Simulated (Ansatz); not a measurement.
# YCo (Cmcm): the volume from the results

The reference geometry is a structure from the Materials Project; nothing is relaxed.

Functional, mesh and filling: PBEsol, 9×9×9 k mesh, Fermi–Dirac smearing of 0.03 eV. PAW means Ansatz 0.2.0 on its default frozen-core files. Site moments are integrated in spheres about the atoms.

The run was typed so:

```yaml
crystal:
  lattice:
    - [2.067491779, -5.2151665575, 0.0]
    - [2.067491779, 5.2151665575, 0.0]
    - [0.0, 0.0, 3.84650815]
  atoms:
    - { symbol: "Y", position: [0.14277756, 0.85722244, 0.75], spin: -0.6 }
    - { symbol: "Y", position: [0.85722244, 0.14277756, 0.25], spin: -0.6 }
    - { symbol: Co, position: [0.44679314, 0.55320686, 0.75], spin: 2.0 }
    - { symbol: Co, position: [0.55320686, 0.44679314, 0.25], spin: 2.0 }
magnetization:
  spin_polarized: true
kpoints:
  mp_grid: { grid: [9, 9, 9] }
scf:
  occupations: { method: fermi_dirac, width: 0.03 }
hamiltonian:
  xc: pbesol
  pseudopotentials: { kind: paw }
output:
  forces: true
  stress: true
  eigenvalues: true
  populations: true
```

Command: `ansatz run input.yaml --threads 2 --pin off --max-ram 6144MiB --backend cpu --events-out ev --progress --plain --runs-dir out`

The cell is scaled evenly, and every run starts from the same moments. Some of the runs:

```tsv
V/V₀	cell moment (μB)	largest site moment (μB)	F − F(V₀) (meV/atom)	pressure (GPa)
0.8	0.00	0.00	164	22.6
1.05	0.89	0.76	42	-8.0
1.1	1.09	0.91	102	-10.4
```

Another run of the series gave cell moment (μB) = 0.36, largest site moment (μB) = 0.31, F − F(V₀) (meV/atom) = -18, pressure (GPa) = -0.6. At which V/V₀ was it made?
A. 0.9
B. 0.95
C. 0.85
D. 0.72
E. 1.18

B. V/V₀ = 0.95.

Another run of the series gave cell moment (μB) = 0.00, largest site moment (μB) = 0.00, F − F(V₀) (meV/atom) = -5, pressure (GPa) = 5.1. At which V/V₀ was it made?
A. 1.18
B. 0.95
C. 0.9
D. 0.85
E. 0.72

C. V/V₀ = 0.9.

The whole series:

```csv
V/V₀,cell moment (μB),largest site moment (μB),F − F(V₀) (meV/atom),pressure (GPa)
0.72,0.00,0.00,507,45.4
0.8,0.00,0.00,164,22.6
0.85,0.00,0.00,51,12.7
0.9,0.00,0.00,-5,5.1
0.95,0.36,0.31,-18,-0.6
1,0.65,0.57,0,-4.8
1.05,0.89,0.76,42,-8.0
1.1,1.09,0.91,102,-10.4
1.18,1.39,1.13,224,-13.1
```

The PAW files were made with PBE; the program remakes their cores once for the run's functional and then keeps them frozen. Under strong compression frozen cores are worth checking against an all-electron run. These are results for the start and cell typed. The real compound can order otherwise, in a larger cell, or not at all, since semilocal functionals without spin fluctuations often overstate magnetism; near a collapse of the moment, mesh and smearing move it by tens of per cent.
